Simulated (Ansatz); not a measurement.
Electric field gradients in CdPdO3

Method: DFT LDA, scalar-relativistic, plane waves, PAW (Ansatz). Plane waves to 420 eV; Γ-centred k mesh 10×10×10; Fermi-Dirac smearing of 0.15 eV. No spin polarisation.

The cell, relaxed at this level:
```
Cd Pd O
1.0
     3.85297    0.00000    0.00000
     0.00000    3.85297    0.00000
     0.00000    0.00000    3.85297
Cd Pd O
1 1 3
Direct
  0.00000 0.00000 0.00000
  0.50000 0.50000 0.50000
  0.00000 0.50000 0.50000
  0.50000 0.00000 0.50000
  0.50000 0.50000 0.00000
```

The cell was built by swapping an element in a database structure (itself possibly hypothetical) and relaxing; it need not be the stable form of this composition. In a metal these results depend on the k mesh and the smearing. Spin polarisation was left out, and a magnetic state may lie lower. A semilocal functional can close a gap that the real compound has. Spin–orbit coupling is left out, which matters for gradients at heavy nuclei.

Give V_zz (10²¹ V/m²) and the asymmetry η at each distinct site.

Results:

| atom | V_zz | η |
| --- | --- | --- |
| Cd (atom 1) | 0.000 | zero by symmetry |
| Pd (atom 2) | 0.000 | zero by symmetry |
| O (atom 3) | 14.92 | 0.00 |

Symmetry holds off the tilts and polar distortions that many cubic perovskites undergo.